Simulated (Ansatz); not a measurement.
Below is a relaxed structure of Co5Ru. The cell was found from a structure generator's guess, not taken from experiment.

Level of theory: DFT PBE, scalar-relativistic, plane waves, PAW in Ansatz. Cutoff 420 eV, Γ-centred mesh, Gaussian smearing, collinear spin.

```
Co Ru
1.0
     4.38415    0.00000    0.00000
    -2.19207    3.79678    0.00000
     0.00000    0.00000    4.09226
Co Ru
5 1
Direct
  0.66667 0.33333 0.00000
  0.33333 0.66667 0.00000
  0.00000 0.34167 0.50000
  0.65833 0.65833 0.50000
  0.34167 0.00000 0.50000
  0.00000 0.00000 0.00000
```

Formation energies are uncorrected and refer to the elements' standard structures at the same level.

(1) Find its symmetry and describe it.

(2) What is its formation energy per atom?

(3) Is it a metal?

(4) Which magnetic moments does it keep?

Answers

(1) P-62m (No. 189), with Co and Ru ordered on hcp sites. Conventional cell: a = 4.384 Å, c = 4.092 Å. Co on a site of symmetry -6 is surrounded by 9 Co at 2.50–2.53 Å and 3 Ru at 2.53 Å; around Co on a site of symmetry m2m lie 10 Co at 2.50–2.59 Å and 2 Ru at 2.54 Å; Ru is surrounded by 12 Co at 2.53–2.54 Å.

(2) +0.10 eV/atom. The separate elements lie lower, so it is unstable against them.

(3) Yes, bands cross the Fermi level on the 12×12×10 mesh.

(4) 1.25 μB per atom net, the space between the atoms included; by site: Co 1.3 (×2), 1.6 (×3); Ru 0.3 μB.

The last run used collinear spin, a 12×12×10 mesh (in the run's order of axes) for its 6-atom cell and Gaussian smearing of 0.10 eV. The magnetic state reached may not be the lowest. Symmetry constrained the relaxation, so the result can be a saddle point.
